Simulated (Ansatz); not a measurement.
Bi2Se3 — quadrupolar parameters

The cell is a COD entry, ions relaxed with PBE at fixed cell.

```
CELL_PARAMETERS angstrom
2.07150 1.19598 9.54533
-2.07150 1.19598 9.54533
0.00000 -2.39196 9.54533
ATOMIC_POSITIONS crystal
Bi 0.40061 0.40061 0.40061
Bi 0.59939 0.59939 0.59939
Se 0.00000 0.00000 0.00000
Se 0.21115 0.21115 0.21115
Se 0.78885 0.78885 0.78885
```

Atoms are numbered from 1 in the order listed; like atoms form one site, named after its first atom.

All values are calculated (Ansatz; DFT, r2SCAN, plane waves and PAW, scalar-relativistic, 500 eV cutoff, Γ-centred 9×9×9 k-points, Fermi–Dirac smearing 0.02 eV), not measured.

Conventions: |V_zz| ≥ |V_yy| ≥ |V_xx|, η = (V_xx − V_yy)/V_zz, C_Q = eQV_zz/h. Directions are in the Cartesian axes of the cell vectors above, for the atom listed; none is given where the gradient is under 0.02 or η is above 0.95.

Question: Which values are expected at the nuclei?

Answer: 

| site | first atom | first shell | V_zz (10²¹ V/m²) | η | direction of V_zz (x, y, z) |
| --- | --- | --- | --- | --- | --- |
| Bi | 1 | 6 Se at 2.86–3.07 Å | 1.31 | 0.00 | 0.00 0.00 1.00 |
| Se3 | 3 | 6 Bi at 3.07 Å | 7.32 | 0.00 | 0.00 0.00 1.00 |
| Se4 | 4 | 3 Bi at 2.86 Å | -2.02 | 0.00 | 0.00 0.00 1.00 |

An axis of threefold or higher order runs through Bi, Se3 and Se4, so V_zz lies along it and η is zero.

Spin–orbit coupling is left out, which shifts gradients on Bi by a few per cent in wide-gap crystals, and can shift them far more where the calculated gap is small or absent, as here. With a gap of 0.5 eV on this mesh, the gradients can still move by some per cent as the k-mesh gets denser.
